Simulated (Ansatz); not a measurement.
Na, first-principles data

Na:
Space group Fd-3m, origin choice 1 (No. 227); a = b = c = 7.579 Å, α = β = γ = 90.00°

| atom | site | symmetry | x | y | z |
|---|---|---|---|---|---|
| Na | 8b | -43m | 0.5000 | 0.5000 | 0.5000 |
(The calculation used a cell of 2 atoms; values per cell refer to that cell.)

Space group Fd-3m (No. 227), diamond; conventional cell a = b = c = 7.5790 Å, α = β = γ = 90.00°.

Method: PBE in the plane-wave PAW code Ansatz. The cell and atoms are relaxed at this level. Other levels are named where they apply.

**Cell and energy**

- Volume per atom: 54.42 Å³
- Density: 0.70 g/cm³

**Electronic structure**

- Electronic character = metallic (no gap)
- Density of states at the Fermi level = 0.57 states/eV per atom (mean over ±0.08 eV)

**Mechanics**

Bulk modulus (Birch–Murnaghan fit): 30 kbar
Pressure derivative B′: 3.4
Elastic constants (relaxed ions, GPa): C11 = 0.2, C12 = 4.3, C44 = -5.8
Mechanical stability: unstable (C has a negative eigenvalue)

**Phonons**

- Highest zone-centre frequency: 115 cm^-1
- Zone-centre stability: no imaginary mode at Γ
- Dynamical stability on the path: unstable, down to 76i cm⁻¹

The cell is a constructed one: a structure type filled with these elements; neither database checked (COD, Materials Project) lists it. It is not the phase usual at ambient conditions (space group No. 229). Symmetry was held in the PBE relaxation. As this level gives no gap, shear constants depend on the k-mesh and smearing (Fermi–Dirac, 0.1 eV here). As this level gives no gap, phonon frequencies hold no LO–TO term and depend on the k-mesh and smearing (Fermi–Dirac, 0.1 eV here).

Potentials: the later of the program's two PAW sets.
